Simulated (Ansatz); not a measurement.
# A trial form of AlTl₂PdC₆N₆

Computed with DFT PBE, scalar-relativistic, plane waves, PAW (Ansatz). Cutoff 420 eV, Gaussian smearing, Γ-centred meshes. Cell and atoms relax first on a coarse mesh and then on a finer one. In between, the cell is made exact in the group found at 0.06 Å. In metals the finer mesh still leaves noise of several meV/atom or more. The steps can't lower the symmetry of their start. Collinear spin is switched on along the way, since trial moments persisted in a coarse test.

Recipe of this trial structure of AlTl₂PdC₆N₆: cyanide-bridged rock-salt net of two metals, 2 guest cations a cell (Fm-3m, No. 225). The dimensions are guesses.

```
Al Tl Pd C N
1.0
     0.00000    5.07500    5.07500
     5.07500    0.00000    5.07500
     5.07500    5.07500    0.00000
Al Tl Pd C N
1 2 1 6 6
Direct
  0.00000 0.00000 0.00000
  0.25000 0.25000 0.25000
  0.75000 0.75000 0.75000
  0.50000 0.50000 0.50000
  0.81527 0.18473 0.18473
  0.18473 0.81527 0.18473
  0.18473 0.18473 0.81527
  0.18473 0.81527 0.81527
  0.81527 0.18473 0.81527
  0.81527 0.81527 0.18473
  0.70000 0.30000 0.30000
  0.30000 0.70000 0.30000
  0.30000 0.30000 0.70000
  0.30000 0.70000 0.70000
  0.70000 0.30000 0.70000
  0.70000 0.70000 0.30000
```

Energies over the elements count from the elements' standard structures at the same level (N₂ as a molecule), with no fitted energy shifts.

Question: What does it relax into?

Answer: The symmetry stays Fm-3m (No. 225). The volume per atom grows by 32.5 %, from 16.3 to 21.6 Å³. The shortest distance stays 1.17 Å (C–N). The energy falls by about 0.22 eV/atom (the start's value is from the coarse mesh). Conventional cell: a = 11.148 Å. Al is surrounded by 6 C at 2.08 Å; around Tl lie 12 N at 3.97 Å and 12 C at 4.00 Å (long against covalent radii, as for large ions); Pd has 6 N at 2.33 Å; C has 1 N at 1.17 Å, 1 Al at 2.08 Å, 4 C at 2.94 Å, 1 Pd at 3.50 Å, 4 N at 3.85 Å and 4 Tl at 4.00 Å; around N lie 1 C at 1.17 Å, 1 Pd at 2.33 Å, 1 Al at 3.25 Å, 4 N at 3.29 Å, 4 C at 3.85 Å and 4 Tl at 3.97 Å.

```cif
data_structure
_symmetry_space_group_name_H-M 'Fm-3m'
_symmetry_Int_Tables_number 225
_cell_length_a 11.1478
_cell_length_b 11.1478
_cell_length_c 11.1478
_cell_angle_alpha 90.000
_cell_angle_beta 90.000
_cell_angle_gamma 90.000
_cell_volume 1385.36
loop_
_atom_site_label
_atom_site_type_symbol
_atom_site_symmetry_multiplicity
_atom_site_Wyckoff_symbol
_atom_site_fract_x
_atom_site_fract_y
_atom_site_fract_z
_atom_site_occupancy
Al1 Al 4 a 0.00000 0.00000 0.00000 1
Tl1 Tl 8 c 0.25000 0.75000 0.75000 1
Pd1 Pd 4 b 0.50000 0.00000 0.00000 1
C1 C 24 e 0.18630 0.00000 0.00000 1
N1 N 24 e 0.29130 0.00000 0.00000 1
```

Question: How does it come out in energy, and is it a metal?

Answer: The energy over the elements is +0.43 eV/atom. The gap on the 6×6×6 mesh of the 16-atom cell is 0 eV (a metal). The net moment per atom is 0.07 μB and the moment by site is Pd 0.8 μB.

It can't be a ground state, since the elements alone are lower.

The last run used collinear spin and Gaussian smearing of 0.10 eV. These runs have no spin–orbit coupling, which can matter for Tl. The reference form of C is held partly by dispersion forces, which this level lacks. Another magnetic order may lie lower. Symmetry constrained the relaxation, so the result can be a saddle point. Site moments count only spheres around the atoms; the net moment includes the space between them.
